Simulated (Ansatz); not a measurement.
Given:

Si:
```
Si
1.0
    5.67122     0.00000     0.00000
    0.00000     5.67122     0.00000
    0.00000     0.00000     6.84947
Si
12
Direct
  0.07902   0.07902   0.00000
  0.42098   0.57902   0.75000
  0.92098   0.92098   0.50000
  0.57902   0.42098   0.25000
  0.16474   0.37335   0.23621
  0.12665   0.66474   0.98621
  0.83526   0.62665   0.73621
  0.87335   0.33526   0.48621
  0.66474   0.12665   0.01379
  0.62665   0.83526   0.26379
  0.33526   0.87335   0.51379
  0.37335   0.16474   0.76379
```

This is the r²SCAN-relaxed structure. Cartesian axes are those of the cell as given.

### Question
All from r²SCAN (plane waves, PAW; program Ansatz), unless another level is named. Predict the HSE06 gap on the r²SCAN cell.

### Answer
1.71 eV.

### Question
What about the conduction-band minimum?

### Answer
on the Γ–Z line, 98 % of the way from Γ (2 equivalent valleys).

### Question
Give the valence-band maximum.

### Answer
off the standard path, at k = (0.281, 0.357, 0.000).

Space group P4_32_12. The start of the workflow was typed in or built on a structure type; neither database checked (COD, Materials Project) lists it. It is not the phase usual at ambient conditions (space group No. 227). The r²SCAN relaxation kept the symmetry of its start; its stability against distortions is not shown here.

Potentials: the earlier of the program's two PAW sets.
